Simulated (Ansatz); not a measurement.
Relaxed-ion elastic tensor of SiO2 (rutile, space group No. 136) in GPa (Voigt order), r²SCAN in the plane-wave PAW code Ansatz; density 4.27 g/cm³, 7.79 Å³ per atom.

|  | 1 | 2 | 3 | 4 | 5 | 6 |
|---|---|---|---|---|---|---|
| 1 | 452 | 203 | 195 | 0.0 | 0.0 | 0.0 |
| 2 | 203 | 452 | 195 | 0.0 | 0.0 | 0.0 |
| 3 | 195 | 195 | 766 | 0.0 | 0.0 | 0.0 |
| 4 | 0.0 | 0.0 | 0.0 | 257 | 0.0 | 0.0 |
| 5 | 0.0 | 0.0 | 0.0 | 0.0 | 257 | 0.0 |
| 6 | 0.0 | 0.0 | 0.0 | 0.0 | 0.0 | 322 |

Q: Is the crystal mechanically stable?

A: Yes: the smallest eigenvalue of C is 250 GPa.

Q: Work out the Voigt, Reuss and Hill averages.

A: K_V = 318, K_R = 303, K_H = 310; G_V = 239, G_R = 214, G_H = 226 GPa.

Q: Give Young's modulus, Poisson's ratio, Pugh's ratio and the universal anisotropy index.

A: E = 9KG/(3K + G) = 546 GPa; ν = 0.21; K/G = 1.37 (brittle by the Pugh limit of 1.75); A_U = 5G_V/G_R + K_V/K_R − 6 = 0.64.

Q: Estimate the sound speeds and the Debye temperature.

A: v_l = √((K + 4G/3)/ρ) = 12000 m/s, v_t = √(G/ρ) = 7280 m/s, mean 8050 m/s; Θ = (h/k)(3n/4πV)^(1/3) v_m = 1210 K.

Q: Solve the Christoffel equation for the three sound speeds along x, y, z.

A: Eigenvalues of C_ijkl n_j n_l equal ρv². In km/s, slowest first: x 7.76, 8.68, 10.30; y 7.76, 8.68, 10.30; z 7.76, 7.76, 13.40.

Q: How much does each axis shrink under pressure?

A: Linear compressibilities β_i = Σ_j S_ij (j = 1 to 3): x 1.3, y 1.3, z 0.62 per TPa.

Space group P4_2/mnm (rutile). This is a known high-pressure phase of the composition, computed here at zero pressure and temperature. The r²SCAN relaxation kept the symmetry of its start; of distortions, only those at the zone centre were tested.

Potentials: the later of the program's two PAW sets.
